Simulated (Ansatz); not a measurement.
Nb: from a starting cell to a relaxed one

The start is a generated cell, Nb placed in the beta-W structure type. Cell shape, volume and atoms are optimised at zero target pressure with r2SCAN (plane waves to 500 eV, PAW, scalar-relativistic; Ansatz, a program for electronic structure). The first steps use a coarse 6×6×6 k-mesh.

The start:
```
Nb
1.0
    5.27312     0.00000     0.00000
    0.00000     5.27312     0.00000
    0.00000     0.00000     5.27312
Nb
8
Direct
  0.25000   0.00000   0.50000
  0.75000   0.00000   0.50000
  0.00000   0.50000   0.25000
  0.00000   0.50000   0.75000
  0.50000   0.25000   0.00000
  0.50000   0.75000   0.00000
  0.00000   0.00000   0.00000
  0.50000   0.50000   0.50000
```

```yaml
outcome: The space group stays Pm-3n (No. 223) (the run could not lower it), with 8 atoms in the primitive cell
volume_change: +1.0 %, from 18.33 to 18.51 Å³/atom
Shortest distances (start → end): "The closest pairs of elements (up to four, under 3.6 Å), start → end: Nb–Nb 2.64 → 2.65 Å"
optimiser_moves: 5
```

The end point of the relaxation:

Space group Pm-3n (No. 223); a = 5.2905 Å, b = 5.2905 Å, c = 5.2905 Å, α = 90.00°, β = 90.00°, γ = 90.00°

| atom | site | symmetry | x | y | z |
|---|---|---|---|---|---|
| Nb | 6c | -4m.2 | 0.0000 | 0.5000 | 0.2500 |
| Nb | 2a | m-3. | 0.0000 | 0.0000 | 0.0000 |

Final values are on a 9×9×9 k-mesh of the relaxed cell. No spin polarisation in the result.

The run could not lose the symmetry of its start: the end is stationary, and may be a saddle point rather than a minimum.

All atoms sit on sites fixed by symmetry, so only the cell could relax.

The relaxed structure here is a generated cell of Nb: the first start was made by placing the elements on the sites of a structure type, and the end was not matched to a known phase here, so it may be hypothetical. Known forms of Nb include space group No. 229.
